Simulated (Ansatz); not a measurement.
Here is an unrelaxed guess for Te2O.

Space group P6/mmm (No. 191). a = 3.845 Å, b = 3.845 Å, c = 7.089 Å, α = 90.00°, β = 90.00°, γ = 120.00°
```csv
atom,site,symmetry,x,y,z
Te,2e,6mm,0.0000,0.0000,0.2599
O,1a,6/mmm,0.0000,0.0000,0.0000
```

Method: DFT PBE, scalar-relativistic, plane waves, PAW (Ansatz). Settings: cutoff 420 eV, Γ-centred mesh 6×6×4 on the computed 3-atom cell, Gaussian smearing of 0.10 eV; no spin polarisation.

Formation energies are uncorrected and refer to the elements' standard structures at the same level (O₂ as a molecule).

Problem. What does a single point on this coarse mesh give?

Solution. The pressure is 4.6 GPa (the mean over three directions, positive in compression), the largest force is 3.44 eV/Å, and the energy is +0.37 eV/atom against the elements. The shortest distance is 1.84 Å.

Problem. Is it a good guess?

Solution. A rough one: relaxing gains about 0.36 eV/atom (the start's value is from the coarse mesh, so the gain is rough) in 22 ionic steps and ends at +0.01 eV/atom on the finer mesh. The symmetry stays P6/mmm (No. 191). The volume per atom shrinks by 21.9 %, from 30.3 to 23.6 Å³. The shortest distance goes from 1.84 Å (Te–O) to 2.04 Å (Te–O). The ratio c/a of the conventional cell changes by a factor of 1.16. Conventional cell: a = 3.370 Å, c = 7.204 Å. Te has 1 O at 2.04 Å; O has 2 Te at 2.04 Å.

The last run used an 18×18×8 mesh (in the run's order of axes) for its 3-atom cell and Gaussian smearing of 0.10 eV. The k mesh leaves some 4 meV/atom of noise in the energy of each metallic cell. Spin–orbit coupling, which can matter for Te, is left out. The reference form of Te is held partly by dispersion forces, which this level lacks. The relaxation can't lower the symmetry of the start, and the grade says only how near the guess is to its own end. Symmetry constrained the relaxation, so the result can be a saddle point.
